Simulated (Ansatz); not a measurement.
Data:

AlGaP2:
```yaml
crystal:
  lattice:
    - [3.85974, 0.00000, 0.00000]
    - [0.00000, 3.85974, 0.00000]
    - [0.00000, 0.00000, 5.45068]
  atoms:
    - { symbol: Al, position: [0.50000, 0.50000, 0.50000] }
    - { symbol: Ga, position: [0.00000, 0.00000, 0.00000] }
    - { symbol: P, position: [0.00000, 0.50000, 0.24971] }
    - { symbol: P, position: [0.50000, 0.00000, 0.75029] }
```

This is the PBEsol-relaxed structure. Tensor components refer to the Cartesian frame of this cell.

Q: All from DFT-PBEsol in the program Ansatz with PAW potentials, unless another level is named. Give the hole effective mass, band 2 of 2 at the edge.

A: 0.11 along x, 0.45 along z (mₑ).

Q: Predict the formation energy from the elements (no fitted shifts).

A: -0.49 eV/atom.

Q: Predict the band gap.

A: 1.46 eV (indirect).

Q: What about the smallest direct gap on the standard path?

A: 1.54 eV.

Space group P-4m2. The first step of the workflow began from a Materials Project structure, measured or hypothetical; the Crystallography Open Database copy checked does not list it. With Al and Ga taken as one species the cell has the higher symmetry F-43m, so it may be an ordered model of a mixed-site phase. Its standing as an ambient phase is unchecked. Symmetry was held in the PBEsol relaxation; whether a distortion lowers the energy is not shown. The references are the lowest solids computed at this level, not always the standard phases. Spin–orbit coupling is left out wherever it is not named.

Potentials: the later of the program's two PAW sets.
